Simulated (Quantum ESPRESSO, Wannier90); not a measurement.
# Tight-binding from DFT: CaO (rock salt)

Cell from Materials Project (mp-2605), symmetrised, no further relaxation. COD (Crystallography Open Database) has an entry of this formula and space group (matched by these alone). Level: PBEsol, no spin polarisation, no spin-orbit coupling; pw.x of Quantum ESPRESSO at 68 Ry with PseudoDojo potentials, 12×12×12 k-points, Wannier90. Density: 12×12×12 mesh, cold smearing 0.01 Ry.

```
begin unit_cell_cart
ang
    0.0000000000    2.4035550000    2.4035550000
    2.4035550000    0.0000000000    2.4035550000
    2.4035550000    2.4035550000    0.0000000000
end unit_cell_cart
mp_grid = 12 12 12
```

Neighbour vectors b of the finite-difference formula (Å⁻¹), by shell:

```tsv
shell	b_x	b_y	b_z
1	0.10892	0.10892	-0.10892
1	0.10892	-0.10892	0.10892
1	-0.10892	0.10892	0.10892
1	0.10892	0.10892	0.10892
1	-0.10892	-0.10892	0.10892
1	-0.10892	0.10892	-0.10892
1	0.10892	-0.10892	-0.10892
1	-0.10892	-0.10892	-0.10892
```

Task: Find the weights w_b from the completeness condition Σ_b w_b b_α b_β = δ_αβ.

Result: Shell 1: Σ b_x² = 0.095, Σ b_y² = 0.095, Σ b_z² = 0.095 Å⁻²
Each of the three diagonal sums, weighted, has to give 1 and the off-diagonal ones 0, which holds for w_1 = 10.5 Å². Check on xx: 10.54×0.095 = 1.00.

On this mesh the 4 functions of bands 5-8 (valence bands; start: SCDM (isolated), conv_tol = 1.0e-6) end with spreads 1.0970, 1.0992, 1.0981, 1.0958 Å², Ω_I = 3.8743 Å² and Ω_D = 0.0015 Å².

Ω_total is the sum of the spreads, 4.390 Å². Ω_OD = Ω_total − Ω_I − Ω_D = 0.514 Å². Only (Ω_D + Ω_OD)/Ω_total = 11.7 % depends on the gauge, and another start could lower the total by that share at most. The rms radius is √(Ω_total/4) = 1.05 Å.
